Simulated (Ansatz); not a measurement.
## Frozen-phonon scan for SiO2 (alpha-cristobalite type, space group P4_12_12)

SiO2 (alpha-cristobalite type, space group P4_12_12)

```yaml
crystal:
  lattice:
    - [5.08475, 0.00000, 0.00000]
    - [0.00000, 5.08475, 0.00000]
    - [0.00000, 0.00000, 7.10083]
  atoms:
    - { symbol: Si, position: [0.29375, 0.29375, 0.50000] }
    - { symbol: Si, position: [0.79375, 0.20625, 0.25000] }
    - { symbol: Si, position: [0.20625, 0.79375, 0.75000] }
    - { symbol: Si, position: [0.70625, 0.70625, 0.00000] }
    - { symbol: O, position: [0.24122, 0.09325, 0.67415] }
    - { symbol: O, position: [0.74122, 0.40675, 0.07585] }
    - { symbol: O, position: [0.25878, 0.59325, 0.57585] }
    - { symbol: O, position: [0.75878, 0.90675, 0.17415] }
    - { symbol: O, position: [0.90675, 0.75878, 0.82585] }
    - { symbol: O, position: [0.40675, 0.74122, 0.92415] }
    - { symbol: O, position: [0.59325, 0.25878, 0.42415] }
    - { symbol: O, position: [0.09325, 0.24122, 0.32585] }
```

The atoms are displaced by Q × the pattern below (from a DFPT mode at Γ, largest move 1; Q in Å), at fixed cell.

```
atom       x       y       z
----  ------  ------  ------
Si1   -0.143   0.143   0.558
Si2    0.143   0.143   0.558
Si3   -0.143  -0.143   0.558
Si4    0.143  -0.143   0.558
O5     0.106   0.865  -0.490
O6    -0.106   0.865  -0.490
O7     0.106  -0.865  -0.490
O8    -0.106  -0.865  -0.490
O9     0.865   0.106  -0.490
O10   -0.865   0.106  -0.490
O11    0.865  -0.106  -0.490
O12   -0.865  -0.106  -0.490
```

Computed with PBE (plane waves to 420 eV, PAW, scalar-relativistic; Ansatz, a program for electronic structure). k mesh 5×5×4 (Γ-centred), Fermi-Dirac smearing 0.05 eV. The energy includes the smearing's −TS. Compression counts positive. SiO2 was relaxed with its symmetry unable to fall. The zero of ΔE is the undisplaced structure.

```
Q (Å)   ΔE (eV/cell)  P (GPa)  −dE/dQ from forces (eV/Å)
------  ------------  -------  -------------------------
-0.180        12.720     32.7                    161.622
-0.150         8.448     22.4                    124.262
-0.120         5.207     14.1                     92.678
-0.090         2.842      7.9                     65.625
-0.060         1.236      3.5                     41.917
-0.030         0.305      0.9                     20.412
0.000          0.000      0.0                      0.000
0.030          0.305      0.9                    -20.412
0.060          1.236      3.5                    -41.917
0.090          2.842      7.9                    -65.625
0.120          5.207     14.1                    -92.678
0.150          8.448     22.4                   -124.261
0.180         12.720     32.7                   -161.622
```

Read from the data:

Energy at Q = 0.180 Å: 12720 meV/cell
Space group of the distorted cell: P4_1 (No. 76), lowered from P4_12_12
Symmetry of the curve: even: the same for both signs
Shape of the curve: a single well with its minimum at or next to zero displacement
Harmonic wavenumber from the curvature (finite differences): 1046 cm⁻¹
Wavenumber by perturbation theory (DFPT, on another k mesh): 1046 cm⁻¹

(For displaced atoms, the force is minus the slope of the energy, and its curvature is a force constant, which sets phonon frequencies.)
